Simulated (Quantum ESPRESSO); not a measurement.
**An isovalent swap in CsPbBr3: field gradients**

Host, cell and atoms relaxed with PBE and no dispersion term (field gradients by the PAW reconstruction of the field gradient on a scalar-relativistic PBE ground state (a modified build of Quantum ESPRESSO, JTH datasets), 20 Ha, k-mesh 4×4×4 through Γ):

| site | site symmetry | Vzz (a.u.) | η_Q | ∣C_Q∣ (MHz) |
|---|---|---|---|---|
| Cs (atom 1) | m-3m | 0 | – | 0 (¹³³Cs) |
| Pb (atom 2) | m-3m | 0 | – | – |
| Br (atoms 3, 4, 5) | 4/mmm | 2.030 | 0.00 | 149 (⁷⁹Br) |

Its cell: a = b = c = 5.9800 Å, α = β = γ = 90.00°.

Changed cell (atom 3 is the new one; 20 Ha, k-mesh 4×4×4 through Γ):

```
CELL_PARAMETERS angstrom
      5.98037     0.00000     0.00000
      0.00000     5.98037     0.00000
      0.00000     0.00000     6.45234
ATOMIC_POSITIONS crystal
  Cs 0.00000 0.00000 0.00000
  Pb 0.50000 0.50000 0.50000
  I  0.50000 0.50000 0.00000
  Br 0.00000 0.50000 0.50000
  Br 0.50000 0.00000 0.50000
```
The cell was made here from a computed Materials Project entry: one of 3 Br replaced by I, cell and atoms relaxed (PBE without dispersion, pw.x of Quantum ESPRESSO, symmetry kept). The parent is CsPbBr3 in Pm-3m. The swapped cell is a model, not a known phase. Stability against distortions was not tested.

Quadrupole moments taken as inputs (sizes, barn, from the tables of PySCF and pymatgen): ¹³³Cs 0.00343, ⁷⁹Br 0.313, ¹²⁷I 0.696.

Convention: |Vzz| is the largest principal value, η_Q = (Vxx − Vyy)/Vzz, |C_Q| = |eQVzz/h|. Cores are frozen. Against all-electron runs on small test molecules, this scheme's |Vzz| missed by −5 % on Br. Cs, I had no test against all-electron runs. Spin–orbit coupling is left out, a limit on Cs, I.

Q: What do the sites of the changed cell show?

A: 
| site | distance to atom 3 (Å) | Vzz (a.u.) | η_Q | ∣C_Q∣ (MHz) |
|---|---|---|---|---|
| Cs (atom 1) | 4.23 | 0.065 | 0.00 | 0.052 |
| Pb (atom 2) | 3.23 | under 0.02 | – | – |
| I (atom 3) | – | 3.078 | 0.00 | 503 |
| Br (atoms 4, 5) | 4.40 | 2.181 | 0.08 | 160 |
The swap repeats in every cell, so this is an ordered compound and not a dilute impurity.
